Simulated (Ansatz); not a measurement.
AlAs (zinc blende), conventional cell a = 5.728 Å, b = 5.728 Å, c = 5.728 Å, α = 90.00°, β = 90.00°, γ = 90.00°. The calculation uses the primitive cell of 2 atoms, to which meshes and values per cell refer.

Grid over V/V₀ and (c/a)/(c/a)₀, subscript 0 meaning the relaxed cell; the conventional c axis lies along z; no internal relaxation.

Method: PBE (plane waves to 420 eV, PAW, scalar-relativistic; Ansatz, a program for electronic structure). k mesh 10×10×10 (Γ-centred), Fermi-Dirac smearing 0.05 eV. The energy includes the smearing's −TS. AlAs was relaxed with its symmetry unable to fall. The PAW data are Ansatz's earlier set. ΔE is measured from the relaxed starting cell.

Problem. Estimate the ΔE (kJ/mol of atoms) for all points of the grid V/V₀ = 0.960, 0.973, 0.987, 1.000, 1.013, 1.027, 1.040 by (c/a)/(c/a)₀ = 0.880, 0.920, 0.960, 1.000, 1.040, 1.080, 1.120.

Solution. ΔE (kJ/mol of atoms), with V/V₀ across and (c/a)/(c/a)₀ down:

```tsv
(c/a)/(c/a)₀ \ V/V₀	0.960	0.973	0.987	1.000	1.013	1.027	1.040
0.880	4.08	3.71	3.53	3.53	3.69	4.01	4.46
0.920	2.30	1.88	1.65	1.60	1.71	1.99	2.40
0.960	1.20	0.75	0.49	0.41	0.50	0.74	1.14
1.000	0.82	0.36	0.09	0.00	0.08	0.32	0.71
1.040	1.22	0.76	0.50	0.42	0.51	0.75	1.15
1.080	2.43	2.00	1.76	1.70	1.81	2.07	2.48
1.120	4.50	4.10	3.89	3.86	3.99	4.28	4.70
```

(A scan under strain: stresses follow from slopes of the energy per volume, elastic moduli from its curvatures.)
